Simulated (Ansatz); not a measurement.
K$_{2}$S (anti-fluorite, Fm-3m), PBEsol (plane waves, PAW; program Ansatz). The conduction-band minimum lies at Γ, with 1 equivalent valley. Second derivatives d²E/dk² of the lowest band at one valley (eV·Å²), along Cartesian directions:

| direction | d²E/dk² |
|---|---|
| [100] | 21.59 |
| [010] | 21.59 |
| [001] | 21.59 |
| [110] | 21.59 |
| [101] | 21.59 |
| [011] | 21.59 |

Problem. Find the principal effective masses, the density-of-states mass and the conductivity mass.

Solution. Off-diagonal terms follow from H_xy = H[110] − (H_xx + H_yy)/2, and m*/mₑ = 7.620 eV·Å² over each eigenvalue: 0.35, 0.35, 0.35. One valley's DOS mass (m₁m₂m₃)^(1/3) = 0.35, conductivity mass 3/(Σ 1/mᵢ) = 0.35 mₑ.

Problem. What effective density of states Nc follows at 300 K for parabolic valleys?

Solution. Nc = 2.509e19 × 1 × (0.35)^(3/2) ≈ 5.2e18 cm⁻³.

The PBEsol relaxation kept the symmetry of its start.

Potentials: the later of the program's two PAW sets.

Edges and masses are those of Kohn–Sham bands, whose gap is no quasiparticle gap.
